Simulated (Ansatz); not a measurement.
Simulated powder pattern, Cu Kα, λ = 1.54184 Å (kinematic, ideal powder, no thermal factors, no anomalous dispersion; the 30 strongest lines at most, above 1 %, up to 2θ = 90°):

```
2θ (°)  d (Å)  I/Imax (%)
------  -----  ----------
33.44   2.680         100
38.80   2.321          79
56.04   1.641          51
66.85   1.399          42
70.25   1.340          17
83.27   1.160         8.1
```

The pattern belongs to a structure relaxed with plane-wave PAW LDA (Ansatz code).

The compound is ZrC.

### Question
Give the crystal system and the lattice parameters.

### Answer
cubic, Fm-3m; a = 4.641 Å.

Symmetry was held in the LDA relaxation; of distortions, only those at the zone centre were tested. The run is not spin-polarised.

Potentials: the later of the program's two PAW sets.
